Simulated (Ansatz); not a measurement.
Consider a crystal of SnS3 in space group I4_1/amd (No. 141), with Sn on 4a; S on 4b and 8c. The cell of SnS3 is invented: 6-connected net, bridging atoms on its edges.

Computed with DFT PBE, scalar-relativistic, plane waves, PAW in Ansatz 0.2.0. Cutoff 420 eV, Γ-centred mesh, Gaussian smearing, no spin polarisation.

Energies over the elements count from the elements' standard structures at the same level, with no fitted energy shifts. The references include grey tin.

Question: Give the relaxed lattice parameters and positions.

Answer:

Space group I4_1/amd:1 (No. 141). a = 9.800 Å, b = 9.800 Å, c = 5.202 Å, α = 90.00°, β = 90.00°, γ = 90.00°
| atom | site | symmetry | x | y | z |
| --- | --- | --- | --- | --- | --- |
| Sn | 4a | -4m2 | 0.0000 | 0.0000 | 0.0000 |
| S | 4b | -4m2 | 0.0000 | 0.0000 | 0.5000 |
| S | 8c | .2/m. | 0.2500 | 0.5000 | 0.3750 |

Around Sn lie 6 S at 2.53–2.60 Å; S on a site of symmetry -4m2 has 2 Sn at 2.60 Å and 4 S at 3.13 Å; S on a site of symmetry 2/m has 2 Sn at 2.53 Å and 2 S at 3.13 Å. Another local minimum with the same sites may exist.

Question: Where does its energy lie, and is it a metal?

Answer: The formation energy is +0.56 eV/atom and the gap on the 8×8×8 mesh of the 8-atom cell is 0 eV (a metal). It can't be a ground state, since the elements alone are lower.

The last run used Gaussian smearing of 0.10 eV. The reference form of S is held partly by dispersion forces, which this level lacks. A structure relaxed within its symmetry needn't be a true minimum.
